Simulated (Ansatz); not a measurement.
Values for one crystal, relaxed and computed with DFT-PBEsol in the program Ansatz with PAW potentials; other levels are named.

```yaml
volume_per_atom: 22.49 Å³
electronic_character: metallic (no gap)
zone_centre_stability: no imaginary mode at Γ
mechanical_stability: stable (all eigenvalues of C positive)
hill_bulk_and_shear_moduli: 37.5 and 18.7 GPa
Poisson's ratio: 0.29
Density of states at the Fermi level: 0.40 states/eV per atom (mean over ±0.08 eV)
```

**Question.** Which compound is it?
A) Ti, hcp (Mg type)
B) Mg, hcp (Mg type)
C) Ru, hcp (Mg type)
D) Mo, hcp (Mg type)

**Answer.** B, Mg, hcp (Mg type)

Space group P6_3/mmc (hcp (Mg type)). The PBEsol relaxation kept the symmetry of its start. As this level gives no gap, shear constants depend on the k-mesh and smearing (Fermi–Dirac, 0.1 eV here). On the denser mesh and wider smearing of the elastic run this cell carries a stress of 0.5 GPa.

Potentials: the earlier of the program's two PAW sets. The files were generated under PBE; for other functionals the program regenerates the frozen cores, and for LDA and PBEsol the local potential too.
